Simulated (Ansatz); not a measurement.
input.yaml

```yaml
crystal:
  lattice:
    - [3.836119926, 0.0, 0.0]
    - [0.0, 3.836119926, 0.0]
    - [0.0, 0.0, 3.836119926]
  atoms:
    - { symbol: Al, position: [0.0, 0.5, 0.5] }
    - { symbol: Al, position: [0.5, 0.0, 0.5] }
    - { symbol: Al, position: [0.5, 0.5, 0.0] }
    - { symbol: Au, position: [0.0, 0.0, 0.0] }
basis:
  ecutwfc: 420
kpoints:
  mp_grid: { grid: [12, 12, 12] }
hamiltonian:
  xc: pbesol
scf:
  occupations: { method: gaussian, width: 0.1 }
output:
  forces: true
  stress: true
  eigenvalues: true
```

Command:
```bash
ansatz run input.yaml --threads 1 --pin off --max-ram 1331MiB --backend cpu --events-out ev --progress --plain --runs-dir out
```

These are results of DFT PBEsol, scalar-relativistic, plane waves, PAW in Ansatz 0.2.0, not measurements.

Part of what the program printed, abridged (iterations and final results):

```
SCF iter   1: F=—  HF=-14580.861240 eV  |F-HF|=—  |Δ(HF+E_count)|=         —  Δρ=3.31e-3  dr2=8.36e-3  ethr=1.77e-3  ⟨swp⟩=6.1  Hψ=8184  notcnv=0
SCF iter   2: F=—  HF=-14580.859953 eV  |F-HF|=—  |Δ(HF+E_count)|=   1.29e-3  Δρ=1.90e-3  dr2=2.48e-3  ethr=2.99e-5  ⟨swp⟩=1.1  Hψ=2202  notcnv=0
SCF iter   3: F=—  HF=-14580.859359 eV  |F-HF|=—  |Δ(HF+E_count)|=   5.94e-4  Δρ=4.53e-4  dr2=2.56e-4  ethr=8.87e-6  ⟨swp⟩=2.2  Hψ=2104  notcnv=0
SCF iter   4: F=—  HF=-14580.859289 eV  |F-HF|=—  |Δ(HF+E_count)|=   6.96e-5  Δρ=1.01e-4  dr2=2.13e-6  ethr=9.14e-7  ⟨swp⟩=2.1  Hψ=2157  notcnv=0
SCF iter   5: F=—  HF=-14580.859244 eV  |F-HF|=—  |Δ(HF+E_count)|=   4.53e-5  Δρ=1.37e-5  dr2=1.91e-7  ethr=7.61e-9  ⟨swp⟩=2.4  Hψ=2313  notcnv=0
SCF iter   6: F=-14580.859244 eV  HF=-14580.859244 eV  |F-HF|=8.97e-10  |Δ(HF+E_count)|=   7.88e-8  Δρ=3.36e-6  dr2=4.43e-9  ethr=3.57e-10  ⟨swp⟩=5.7  Hψ=6584  notcnv=0
SCF 1 converged in 6 iterations: F = -14580.859244 eV  dr2 = 4.43e-9
SCF converged after 6 iterations
Free energy (F): -14580.859244 eV
Harris-Foulkes:  -14580.859244 eV  (|F-HF|=8.97e-10)
Internal energy: -14580.847940 eV  (E = F + TS)
E sigma→0 (E₀):  -14580.853592 eV
Entropy (-TS):   -0.011304 eV (-2.826 meV/atom)
Fermi energy:    14.240498 eV
--- Per-component energies (eV) ---
  E_band       = -285.878484
  E_kinetic    = 685.046279
  E_local      = -2851.535967  (includes V_loc(G=0)·N_el)
  E_nonlocal   = 105.042946
  E_hartree    = 1259.470400
  E_xc         = -351.413878
  E_vxc        = -370.784228  (∫ρ·V_xc dr)
  E_paw        = -10928.706078  (= ΣΔE_a)
  E_vpaw       = -372.590036  (= ΣTr[D̂ρ^β])
  E_aug_tail   = 0.001349  (compensation charges beyond the density's cutoff)
  E_ewald      = -2499.119887
  E_core_change = 0.366896  (= ΣΔE_core)
  E_smearing   = -0.011304  (= −TS)
--- Forces (eV/Å), atoms counted from 1 ---
  atom   1  Al     0.00000000     0.00000000     0.00000000
  atom   2  Al     0.00000000     0.00000000     0.00000000
  atom   3  Al     0.00000000     0.00000000     0.00000000
  atom   4  Au     0.00000000     0.00000000     0.00000000
--- Stress (GPa, compression-positive) ---
       19.155688       0.000000       0.000000
        0.000000      19.155688       0.000000
        0.000000       0.000000      19.155688
  P = ⅓ Tr σ = 19.1557 GPa (191.557 kbar)
--- Band table (eV; the first three rows and the last of 84) ---
  k-point 0: bands = ["-93.2409", "-44.6197", "-44.6197", "-44.6197", "1.5511", "6.7789", "6.7789", "8.0523", "8.0523", "8.0523", "11.1730", "11.1730", "11.1730", "12.7139", "15.9860", "15.9860", "19.8201", "19.8201"]
  k-point 1: bands = ["-93.2409", "-44.6199", "-44.6197", "-44.6197", "1.6269", "6.7710", "6.7954", "7.9924", "7.9924", "8.0574", "10.5591", "11.3022", "11.3022", "13.1942", "15.9698", "16.2766", "19.5503", "19.5503"]
  k-point 2: bands = ["-93.2409", "-44.6204", "-44.6196", "-44.6196", "1.8529", "6.6966", "6.8409", "7.8443", "7.8443", "8.0715", "9.6244", "11.6577", "11.6577", "13.7542", "15.9210", "17.1424", "18.6801", "18.6801"]
  k-point 83: bands = ["-93.2408", "-44.6221", "-44.6221", "-44.6221", "6.1668", "6.1668", "6.1668", "8.6351", "8.6351", "8.6446", "9.4313", "9.4313", "9.4313", "9.8904", "12.8888", "12.8888", "12.8888", "25.8148"]
```

The calculation finished and met its thresholds.

Spin–orbit coupling is left out, which can shift energies with elements as heavy as these.